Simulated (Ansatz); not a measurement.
Put LiW3N3 in Pm-3m (No. 221): Li on 1a; W on 3c; N on 3d.

Level of theory: DFT PBE, scalar-relativistic, plane waves, PAW (Ansatz). Cutoff 420 eV, Γ-centred mesh, Gaussian smearing, no spin polarisation.

The zero of energy is the elements' standard structures at the same level (N₂ as a molecule); no fitted shifts are applied.

Problem. Give the relaxed lattice parameters and positions.

Solution.

Space group Pm-3m (No. 221). a = 4.173 Å, b = 4.173 Å, c = 4.173 Å, α = 90.00°, β = 90.00°, γ = 90.00°
```
atom  site  symmetry       x       y       z
  Li    1a      m-3m  0.0000  0.0000  0.0000
   W    3c    4/mm.m  0.0000  0.5000  0.5000
   N    3d    4/mm.m  0.5000  0.0000  0.0000
```

Li has 6 N at 2.09 Å and 12 W at 2.95 Å; around W lie 4 N at 2.09 Å, 4 Li at 2.95 Å and 8 W at 2.95 Å; N has 2 Li at 2.09 Å and 4 W at 2.09 Å.

Problem. And its energy and gap?

Solution. The energy over the elements is −0.54 eV/atom and the gap on the 10×10×10 mesh of the 7-atom cell is 0 eV (a metal). Whether it is stable depends on the other phases of the system, which aren't compared here.

The last run used Gaussian smearing of 0.10 eV. Spin–orbit coupling, which can matter for W, is left out. The cell is a metal run without spin; a magnetic state may lie lower. A later test with randomly moved atoms came back to the same energy, though modes that don't fit the test's cell weren't probed.
